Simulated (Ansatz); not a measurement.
W:
```
W
1.0
   -1.59185     1.59185     1.59185
    1.59185    -1.59185     1.59185
    1.59185     1.59185    -1.59185
W
1
Cartesian
  0.00000   0.00000   0.00000
```

Relaxed with PBE. Special points in fractions of this cell's reciprocal vectors: Γ (0.000, 0.000, 0.000); H (0.500, -0.500, 0.500); N (0.000, 0.000, 0.500); P (0.250, 0.250, 0.250).

List the band energies nearest the Fermi level at these points for DFT-PBE in the program Ansatz with PAW potentials.

In eV from the Fermi level; about four levels below and three above (degenerate sets whole), none deeper than 8.9 eV; … stands for higher levels left out; points with the same levels are listed once.

```csv
k,below,above
Γ,-1.21 -1.21 -1.21,2.22 2.22 …
H,-5.70 -5.70,5.04 5.04 5.04
N,-6.16 -3.49,0.63 2.10 3.06
P,-2.92 -2.92 -2.92,3.23 3.23 6.45
```

Space group Im-3m (bcc (W type)). The cell was relaxed with PBE under the symmetry of its start. The run is not spin-polarised. Scalar-relativistic: spin–orbit coupling is off unless named, which matters more the heavier the elements.

Potentials: the earlier of the program's two PAW sets.
